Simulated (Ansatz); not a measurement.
Input, command and steps of an Ansatz relaxation.

```yaml
crystal:
  lattice:
    - [1.426539236, 0.8236128119, 6.6127329789]
    - [-1.426539236, 0.8236128119, 6.6127329789]
    - [0.0, -1.6472256238, 6.6127329789]
  atoms:
    - { symbol: H, position: [0.0, 0.0, 0.0] }
    - { symbol: H, position: [0.2095, 0.2095, 0.2095] }
    - { symbol: H, position: [0.7905, 0.7905, 0.7905] }
    - { symbol: C, position: [0.4, 0.4, 0.4] }
    - { symbol: C, position: [0.6, 0.6, 0.6] }
basis:
  ecutwfc: 420
kpoints:
  mp_grid: { grid: [6, 6, 6] }
hamiltonian:
  xc: pbe
scf:
  occupations: { method: gaussian, width: 0.1 }
  lower_state_search: "off"
output:
  forces: true
  stress: true
  eigenvalues: true
relax:
  adjacent_minimum: "off"
  f_tol: 0.04
  max_steps: 70
  cell: { stress_tol: 0.4 }
```

```bash
ansatz run input.yaml --threads 1 --pin off --max-ram 2560MiB --backend cpu --events-out ev --progress --plain --runs-dir out
```

Theory: DFT PBE, scalar-relativistic, plane waves, PAW (Ansatz 0.2.0).

Of 13 frames 10 are shown, positions in Å and forces in eV/Å; the SCF threshold varies from step to step. Steps run on the plane waves of an earlier cell, with a Pulay correction in the pressure. The basis is chosen afresh for the last frame, the zero of the energies, and at times for earlier ones too; energy and pressure step there, also at an unchanged geometry. The end is built of layers, and without a dispersion correction their distances are poorly fixed.

```xyz
5
Lattice="1.4265 0.8236 6.6127 -1.4265 0.8236 6.6127 0.0000 -1.6472 6.6127" Properties=species:S:1:pos:R:3:forces:R:3 pbc="T T T" step=1 free_energy_over_end_meV_per_atom=705.50 pressure_GPa=-25.91
H     0.0000    0.0000    0.0000    0.0000    0.0000    0.0000
H     0.0000    0.0000    4.1561    0.0000    0.0000    1.5750
H     0.0000    0.0000   15.6821    0.0000    0.0000   -1.5750
C     0.0000    0.0000    7.9353    0.0000    0.0000    0.4895
C     0.0000    0.0000   11.9029    0.0000    0.0000   -0.4895
5
Lattice="1.3574 0.7837 6.2901 -1.3574 0.7837 6.2901 0.0000 -1.5673 6.2901" Properties=species:S:1:pos:R:3:forces:R:3 pbc="T T T" step=2 free_energy_over_end_meV_per_atom=401.52 pressure_GPa=-25.70
H     0.0000    0.0000    0.0000    0.0000    0.0000    0.0000
H     0.0000    0.0000    4.0787    0.0000    0.0000    1.5774
H     0.0000    0.0000   14.7914    0.0000    0.0000   -1.5774
C     0.0000    0.0000    7.5736    0.0000    0.0000    0.6076
C     0.0000    0.0000   11.2966    0.0000    0.0000   -0.6076
5
Lattice="1.2190 0.7038 5.8338 -1.2190 0.7038 5.8338 0.0000 -1.4076 5.8338" Properties=species:S:1:pos:R:3:forces:R:3 pbc="T T T" step=4 free_energy_over_end_meV_per_atom=25.55 pressure_GPa=-7.77
H     0.0000    0.0000    0.0000    0.0000    0.0000    0.0000
H     0.0000    0.0000    4.0111    0.0000    0.0000    0.3968
H     0.0000    0.0000   13.4902    0.0000    0.0000   -0.3968
C     0.0000    0.0000    7.1047    0.0000    0.0000   -0.1019
C     0.0000    0.0000   10.3966    0.0000    0.0000    0.1019
5
Lattice="1.2019 0.6939 5.6848 -1.2019 0.6939 5.6848 0.0000 -1.3879 5.6848" Properties=species:S:1:pos:R:3:forces:R:3 pbc="T T T" step=5 free_energy_over_end_meV_per_atom=5.04 pressure_GPa=3.98
H     0.0000    0.0000    0.0000    0.0000    0.0000    0.0000
H     0.0000    0.0000    4.0725    0.0000    0.0000    0.0583
H     0.0000    0.0000   12.9818    0.0000    0.0000   -0.0583
C     0.0000    0.0000    6.7910    0.0000    0.0000    0.1719
C     0.0000    0.0000   10.2633    0.0000    0.0000   -0.1719
5
Lattice="1.2161 0.7021 5.8051 -1.2161 0.7021 5.8051 0.0000 -1.4042 5.8051" Properties=species:S:1:pos:R:3:forces:R:3 pbc="T T T" step=6 free_energy_over_end_meV_per_atom=1.51 pressure_GPa=0.69
H     0.0000    0.0000    0.0000    0.0000    0.0000    0.0000
H     0.0000    0.0000    4.2025    0.0000    0.0000    0.0422
H     0.0000    0.0000   13.2129    0.0000    0.0000   -0.0422
C     0.0000    0.0000    6.9278    0.0000    0.0000    0.0143
C     0.0000    0.0000   10.4876    0.0000    0.0000   -0.0143
5
Lattice="1.2214 0.7052 6.2605 -1.2214 0.7052 6.2605 0.0000 -1.4104 6.2605" Properties=species:S:1:pos:R:3:forces:R:3 pbc="T T T" step=8 free_energy_over_end_meV_per_atom=-0.78 pressure_GPa=-0.25
H     0.0000    0.0000    0.0000    0.0000    0.0000    0.0000
H     0.0000    0.0000    4.6768    0.0000    0.0000   -0.0466
H     0.0000    0.0000   14.1045    0.0000    0.0000    0.0466
C     0.0000    0.0000    7.3900    0.0000    0.0000   -0.0877
C     0.0000    0.0000   11.3913    0.0000    0.0000    0.0877
5
Lattice="1.2180 0.7032 6.5740 -1.2180 0.7032 6.5740 0.0000 -1.4065 6.5740" Properties=species:S:1:pos:R:3:forces:R:3 pbc="T T T" step=9 free_energy_over_end_meV_per_atom=-1.58 pressure_GPa=0.25
H     0.0000    0.0000    0.0000    0.0000    0.0000    0.0000
H     0.0000    0.0000    4.9862    0.0000    0.0000   -0.0297
H     0.0000    0.0000   14.7360    0.0000    0.0000    0.0297
C     0.0000    0.0000    7.6993    0.0000    0.0000   -0.0506
C     0.0000    0.0000   12.0228    0.0000    0.0000    0.0506
5
Lattice="1.2177 0.7030 6.8965 -1.2177 0.7030 6.8965 0.0000 -1.4061 6.8965" Properties=species:S:1:pos:R:3:forces:R:3 pbc="T T T" step=10 free_energy_over_end_meV_per_atom=-1.36 pressure_GPa=0.37
H     0.0000    0.0000    0.0000    0.0000    0.0000    0.0000
H     0.0000    0.0000    5.3131    0.0000    0.0000   -0.0248
H     0.0000    0.0000   15.3763    0.0000    0.0000    0.0248
C     0.0000    0.0000    8.0094    0.0000    0.0000    0.0268
C     0.0000    0.0000   12.6800    0.0000    0.0000   -0.0268
5
Lattice="1.2182 0.7033 6.9604 -1.2182 0.7033 6.9604 0.0000 -1.4066 6.9604" Properties=species:S:1:pos:R:3:forces:R:3 pbc="T T T" step=12 free_energy_over_end_meV_per_atom=-1.29 pressure_GPa=0.00
H     0.0000    0.0000    0.0000    0.0000    0.0000    0.0000
H     0.0000    0.0000    5.3688    0.0000    0.0000    0.0031
H     0.0000    0.0000   15.5124    0.0000    0.0000   -0.0031
C     0.0000    0.0000    8.0791    0.0000    0.0000    0.0065
C     0.0000    0.0000   12.8021    0.0000    0.0000   -0.0065
5
Lattice="1.2182 0.7033 6.9604 -1.2182 0.7033 6.9604 0.0000 -1.4066 6.9604" Properties=species:S:1:pos:R:3:forces:R:3 pbc="T T T" step=13 free_energy_over_end_meV_per_atom=0.00 pressure_GPa=-0.21
H     0.0000    0.0000    0.0000    0.0000    0.0000    0.0000
H     0.0000    0.0000    5.3688    0.0000    0.0000    0.0034
H     0.0000    0.0000   15.5124    0.0000    0.0000   -0.0034
C     0.0000    0.0000    8.0791    0.0000    0.0000    0.0066
C     0.0000    0.0000   12.8021    0.0000    0.0000   -0.0066
```

The start puts this composition into another compound's structure type, which needn't suit it. At the end the space group is R-3m (tolerance 0.05 Å).

The run took 7.8 s on 1 thread of Intel(R) Xeon(R) 6975P-C (Granite Rapids), on a shared host, peak memory 0.36 GiB.

The k mesh is coarse.